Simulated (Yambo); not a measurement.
# GaN: sweep of GW parameters

G0W0@PBE for GaN (wurtzite, space group P6_3mc, No. 186) in Yambo. Reference settings: 6×6×2 Γ-centred k mesh, bands 9 to 215 and a 15 Ry block in the screening, 215 bands in G with the Bruneval-Gonze terminator, plasmon pole fitted at 27.2 eV. The PBE gap Γ → Γ on this mesh is 1.96 eV; G0W0 gaps are taken between the same points.

| change from the reference | G0W0 gap Γ → Γ (eV) | shift of the valence edge (eV) | rough Yambo cost |
|---|---|---|---|
| reference settings | 2.93 | -0.62 | 1 |
| 119 bands in W, 119 bands in G | 2.95 | -0.54 | within a factor of two |
| 119 bands in G | 2.95 | -0.65 | – |
| 9 Ry block | 2.87 | -0.49 | within a factor of two |
| no terminator | 2.86 | -0.48 | – |

The reference isn't shown to be the converged limit. Costs are rough (shared machines), scaled to the same edge states, and given only for runs that recompute the screening.

Spin-orbit splittings are left out.

Geometry relaxed with PBEsol; primitive cell a = b = 3.184 Å, c = 5.187 Å, α = β = 90.00°, γ = 120.00°.

A shift is the quasiparticle energy of the state minus its PBE energy.

The potentials are those of PseudoDojo's stringent table.
